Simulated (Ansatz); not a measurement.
GaN (zinc blende)

```xyz
4
Lattice="0.0000 4.5488 4.5488 2.2744 2.2744 4.5488 2.2744 2.2744 0.0000" Properties=species:S:1:pos:R:3 pbc="T T T"
N      3.4116     3.4116     3.4116
N      3.4116     5.6860     5.6860
Ga     0.0000     0.0000     0.0000
Ga     2.2744     4.5488     6.8232
```

A phonon eigenvector at X = (0.5, 0.5, 0.0) is frozen into this cell: atom i moves by Q times the vector below, so Q is the largest atomic displacement, in Å. The cell is held. It is one choice among 2 degenerate patterns. (q is in reciprocal vectors of the primitive cell; the cell shown is doubled to hold the pattern.)

| atom | x | y | z |
|---|---|---|---|
| N1 | -0.570 | 0.000 | 0.000 |
| N2 | 0.570 | 0.000 | 0.000 |
| Ga3 | 0.000 | -1.000 | 0.000 |
| Ga4 | 0.000 | 1.000 | 0.000 |

Computed with PBE (plane waves to 420 eV, PAW, scalar-relativistic; Ansatz, a program for electronic structure). k mesh 12×12×12 (Γ-centred), Fermi-Dirac smearing 0.05 eV. GaN was relaxed with its symmetry unable to fall. The PAW data are Ansatz's earlier set. 

```json
[
 {"Q (Å)": "-0.100", "−dE/dQ from forces (eV/Å)": "1.851"},
 {"Q (Å)": "-0.083", "−dE/dQ from forces (eV/Å)": "1.546"},
 {"Q (Å)": "-0.067", "−dE/dQ from forces (eV/Å)": "1.240"},
 {"Q (Å)": "-0.050", "−dE/dQ from forces (eV/Å)": "0.932"},
 {"Q (Å)": "-0.033", "−dE/dQ from forces (eV/Å)": "0.622"},
 {"Q (Å)": "-0.017", "−dE/dQ from forces (eV/Å)": "0.311"},
 {"Q (Å)": "0.000", "−dE/dQ from forces (eV/Å)": "0.000"},
 {"Q (Å)": "0.017", "−dE/dQ from forces (eV/Å)": "-0.311"},
 {"Q (Å)": "0.033", "−dE/dQ from forces (eV/Å)": "-0.622"},
 {"Q (Å)": "0.050", "−dE/dQ from forces (eV/Å)": "-0.932"},
 {"Q (Å)": "0.067", "−dE/dQ from forces (eV/Å)": "-1.240"},
 {"Q (Å)": "0.083", "−dE/dQ from forces (eV/Å)": "-1.546"},
 {"Q (Å)": "0.100", "−dE/dQ from forces (eV/Å)": "-1.851"}
]
```

### Question
What harmonic wavenumber does the curvature at Q = 0 give?

### Answer
185 cm⁻¹. E″ = 18.68 eV/Å², M = Σ mᵢ|uᵢ|² = 148.5 u, ν̃ = 521.5·√(|E″|/M).

(For displaced atoms, the force is minus the slope of the energy, and its curvature is a force constant, which sets phonon frequencies.)
